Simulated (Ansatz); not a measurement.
The elements of this relaxed trial crystal are hidden behind letters.

```
lattice vectors (Å)
   4.9362    0.0000    0.0000
  -2.4681    4.2749    0.0000
   0.0000    0.0000    5.5587
fractional positions
X 0.0000 0.0000 0.5000
X 0.6667 0.3333 0.1973
X 0.3333 0.6667 0.8027
Z 0.6667 0.3333 0.7029
Z 0.3333 0.6667 0.2971
```

Method: DFT PBE, scalar-relativistic, plane waves, PAW in Ansatz. The final run on the 5-atom cell used 420 eV, a Γ-centred 12×12×8 mesh, 0.10 eV smearing and no spin polarisation.

- Space group: P-3m1 (No. 164)
- Conventional cell: a = 4.936 Å, c = 5.559 Å
- Volume per atom: 23.46 Å³
- Density: 6.21 g/cm³
- Formation energy: +0.24 eV/atom
- Gap on the 12×12×8 mesh of the 5-atom cell: 0 eV (a metal)

Energies are uncorrected and count from the elements' standard states at the same level.

Q: X is a lanthanide and Z is a p-block element of period 2. Which elements are they?

A: X = La, Z = B, so the formula is La3B2. Density times volume gives a mean mass of 6.21 × 23.46/1.6605 = 87.7 u per atom, and this set has 87.7 u. Among the elements that the hints allow, noble gases aside, only these give it. La on a site of symmetry -3m has 6 B at 3.06 Å and 6 La at 3.31 Å; around La on a site of symmetry 3m lie 5 B at 2.75–2.90 Å, 3 La at 3.31 Å and 3 La at 3.60 Å; B has 8 La at 2.75–3.06 Å.

The cell is a metal run without spin; a magnetic state may lie lower. This cell was reached by moving the atoms of another relaxed cell at random and relaxing again, last within the group found; it had no such test of its own.
